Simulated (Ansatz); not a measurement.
Every step of a relaxation of Au (beta tin type)

DFT, PBEsol, PAW with Ansatz's default frozen-core files, scalar-relativistic (Ansatz 0.2.0); a Γ-centred 18×18×18 k mesh, Fermi–Dirac smearing of 0.08 eV, no spin polarisation. The run relaxes cell and atoms at a target pressure of 170 GPa.

Command: `ansatz run input.yaml --threads 1 --pin off --max-ram 3584MiB --backend cpu --events-out ev --progress --plain --runs-dir out` It took 73 s on 1 thread of Arm Neoverse V2, on a shared host, peak memory 0.49 GiB.

```yaml
crystal:
  lattice:
    - [-2.2204875196, 2.2204875196, 1.2212681358]
    - [2.2204875196, -2.2204875196, 1.2212681358]
    - [2.2204875196, 2.2204875196, -1.2212681358]
  atoms:
    - { symbol: Au, position: [-0.375, -0.125, -0.25] }
    - { symbol: Au, position: [0.375, 0.125, 0.25] }
kpoints:
  mp_grid: { grid: [18, 18, 18] }
scf:
  occupations: { method: fermi_dirac, width: 0.08 }
hamiltonian:
  xc: pbesol
  pseudopotentials: { kind: paw }
output:
  forces: true
  stress: true
  eigenvalues: true
relax:
  f_tol: 0.005
  max_steps: 40
  cell: { p_target: 170.0, stress_tol: 0.085 }
```

Each step lists its enthalpy F + pV a cell above the last geometry, the pressure, the cell vectors (Å), and Cartesian positions (Å) with forces (eV/Å).

The first step:

```
step 1  dH = 273.79 meV  P = 212.0 GPa
  cell -2.2205 2.2205 1.2213  2.2205 -2.2205 1.2213  2.2205 2.2205 -1.2213
  Au 0.0000 -1.1102 -0.3053   0.0000 0.0000 0.0000
  Au 0.0000 1.1102 0.3053   0.0000 0.0000 0.0000
```

Spin–orbit coupling is left out, which matters for the heavy atoms. The PAW files were made under PBE.

The symmetry of the start is kept and no stability test is made, so the end need not be the stable phase.

Where does the relaxation end, and by which steps?

After 5 geometries, with conventional a, b, c = 4.577, 4.577, 2.399 Å, at 12.562 Å³/atom (+4.31 % against the start) in space group I4_1/amd, with a shortest distance of 2.366 Å. The further steps:
```
step 2  dH = 156.70 meV  P = 131.3 GPa
  cell -2.3288 2.3288 1.2150  2.3288 -2.3288 1.2150  2.3288 2.3288 -1.2150
  Au 0.0000 -1.1644 -0.3038   0.0000 0.0000 0.0000
  Au 0.0000 1.1644 0.3038   0.0000 0.0000 0.0000
step 3  dH = 5.53 meV  P = 163.2 GPa
  cell -2.2909 2.2909 1.2060  2.2909 -2.2909 1.2060  2.2909 2.2909 -1.2060
  Au 0.0000 -1.1455 -0.3015   0.0000 0.0000 0.0000
  Au 0.0000 1.1455 0.3015   0.0000 0.0000 0.0000
step 4  dH = 0.00 meV  P = 170.1 GPa
  cell -2.2885 2.2885 1.1992  2.2885 -2.2885 1.1992  2.2885 2.2885 -1.1992
  Au 0.0000 -1.1442 -0.2998   0.0000 0.0000 0.0000
  Au 0.0000 1.1442 0.2998   0.0000 0.0000 0.0000
step 5  dH = 0.00 meV  P = 170.0 GPa
  cell -2.2884 2.2884 1.1994  2.2884 -2.2884 1.1994  2.2884 2.2884 -1.1994
  Au 0.0000 -1.1442 -0.2999   0.0000 0.0000 0.0000
  Au 0.0000 1.1442 0.2999   0.0000 0.0000 0.0000
step 6  dH = -0.83 meV  P = 170.0 GPa  (same geometry on a basis chosen anew; earlier energies don't compare to the last digit)
  cell -2.2884 2.2884 1.1994  2.2884 -2.2884 1.1994  2.2884 2.2884 -1.1994
  Au 0.0000 -1.1442 -0.2999   0.0000 0.0000 0.0000
  Au 0.0000 1.1442 0.2999   0.0000 0.0000 0.0000
```
